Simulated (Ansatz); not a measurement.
Values for one crystal, relaxed and computed with PBE (plane waves, PAW; program Ansatz); other levels are named.

| Property | Result |
|---|---|
| Volume per atom | 26.93 Å³ |
| Electronic character | metallic (no gap) |
| Formation energy from the elements (no fitted shifts) | 0.041 eV/atom |
| Pressure derivative B′ | 4.8 |
| Bulk modulus (Birch–Murnaghan fit) | 50.7 GPa |
| Density of states at the Fermi level | 0.05 states/eV per atom (mean over ±0.08 eV) |

**Question.** Which compound is it?
A. GePt, Pnma (Ge on 4c, Pt on 4c)
B. SnGe3, P-4m2 (Ge on 2g, Ge on 1a, Sn on 1c)
C. SnO, zinc blende
D. GeSe2, R3m (Ge on 3a, Se on 3a, Se on 3a)

**Answer.** B, SnGe3, P-4m2 (Ge on 2g, Ge on 1a, Sn on 1c)

The start of the workflow was typed in or built on a structure type; neither database checked (COD, Materials Project) lists it. Its standing as an ambient phase is unchecked. The PBE relaxation kept the symmetry of its start; whether a distortion lowers the energy is not shown. The references are the lowest solids computed at this level, not always the standard phases. Spin–orbit coupling is left out wherever it is not named.

Potentials: the later of the program's two PAW sets.
